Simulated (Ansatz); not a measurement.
ZnInNO in space group P3m1 (No. 156; In on 1b, Zn on 1c, O on 1b, N on 1c) at seven volumes, DFT-PBE in the program Ansatz with PAW potentials, shape and atoms relaxed at each. One row is withheld.

```csv
V (Å³/atom),P (GPa)
13.108,13.84
13.540,8.47
13.972,?
14.404,0.00
14.836,-3.31
15.268,-6.12
15.700,-8.50
```

Fit the shown pressures and predict the withheld one.

Third-order Birch–Murnaghan: P = (3/2)B₀(x^(7/2) − x^(5/2))[1 + (3/4)(B′ − 4)(x − 1)] with x = (V₀/V)^(2/3). Least squares on the six rows gives V₀ = 14.404 Å³/atom, B₀ = 119.3 GPa, B′ = 4.40. At V = 13.972, x = 1.0205 and P = 3.88 GPa. The run itself gave 3.90 GPa.

The start of the workflow was typed in or built on a structure type; neither database checked (COD, Materials Project) lists it. Its standing as an ambient phase is unchecked. The PBE relaxation kept the symmetry of its start; whether a distortion lowers the energy is not shown.

Potentials: the earlier of the program's two PAW sets.
